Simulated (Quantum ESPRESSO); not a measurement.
**Band energies of Rb$_{3}$RhF$_{6}$**

```
CELL_PARAMETERS angstrom
      0.00000     4.55648     4.55648
      4.55648     0.00000     4.55648
      4.55648     4.55648     0.00000
ATOMIC_POSITIONS crystal
  F  0.78255 0.21745 0.21745
  F  0.21745 0.78255 0.78255
  F  0.21745 0.78255 0.21745
  F  0.78255 0.21745 0.78255
  F  0.21745 0.21745 0.78255
  F  0.78255 0.78255 0.21745
  Rb 0.75000 0.75000 0.75000
  Rb 0.25000 0.25000 0.25000
  Rb 0.50000 0.50000 0.50000
  Rh 0.00000 0.00000 0.00000
```

norm-conserving LDA (Quantum ESPRESSO, 88 Ry, scalar-relativistic); path ΓXWKΓLUWLK,UX; energies in eV from the valence-band maximum.

```
k (1/Å)  point  band 39  band 40  band 41  band 42  band 43  band 44  band 45  band 46
-------  -----  -------  -------  -------  -------  -------  -------  -------  -------
0.00         Γ    -3.17    -3.17    -0.12    -0.12    -0.12     2.12     2.12     2.98
0.23              -3.21    -3.17    -0.13    -0.09    -0.09     2.13     2.21     3.37
0.46              -3.32    -3.18    -0.16    -0.02    -0.02     2.14     2.17     4.31
0.69         X    -3.41    -3.18    -0.17     0.00     0.00     2.03     2.14     5.03
0.69         W    -3.26    -3.26    -0.07    -0.07     0.00     2.06     2.28     5.44
0.93         K    -3.35    -3.21    -0.12    -0.02    -0.01     2.09     2.25     5.29
1.12              -3.28    -3.25    -0.06    -0.06    -0.04     2.16     2.34     4.73
1.48              -3.19    -3.18    -0.12    -0.11    -0.10     2.14     2.19     3.23
1.66         Γ    -3.17    -3.17    -0.12    -0.12    -0.12     2.12     2.12     2.98
1.86              -3.19    -3.19    -0.11    -0.10    -0.10     2.18     2.18     3.27
2.26         L    -3.26    -3.25    -0.07    -0.05    -0.05     2.34     2.34     4.92
2.47              -3.29    -3.24    -0.08    -0.05    -0.04     2.23     2.31     5.11
2.68         U    -3.35    -3.21    -0.12    -0.02    -0.01     2.09     2.25     5.29
2.68         W    -3.26    -3.26    -0.07    -0.07     0.00     2.06     2.28     5.44
2.81              -3.26    -3.26    -0.07    -0.07    -0.01     2.10     2.29     5.35
2.93              -3.26    -3.26    -0.07    -0.06    -0.03     2.20     2.31     5.16
3.17         L    -3.26    -3.25    -0.07    -0.05    -0.05     2.34     2.34     4.92
3.28              -3.26    -3.25    -0.07    -0.05    -0.04     2.31     2.33     4.97
3.38              -3.29    -3.24    -0.08    -0.05    -0.04     2.23     2.31     5.11
3.59         K    -3.35    -3.21    -0.12    -0.02    -0.01     2.09     2.25     5.29
3.59         U    -3.35    -3.21    -0.12    -0.02    -0.01     2.09     2.25     5.29
3.84         X    -3.41    -3.18    -0.17     0.00     0.00     2.03     2.14     5.03
```

The LDA gap is direct, 2.03 eV at X. Another valence extremum on the path lies within 0.02 eV, too close to call.

Spin-orbit splittings are left out.

Geometry of the Materials Project entry, not relaxed at this level.

The structure is a Materials Project entry; no match was found in the copy of COD used, and its stability was not checked.
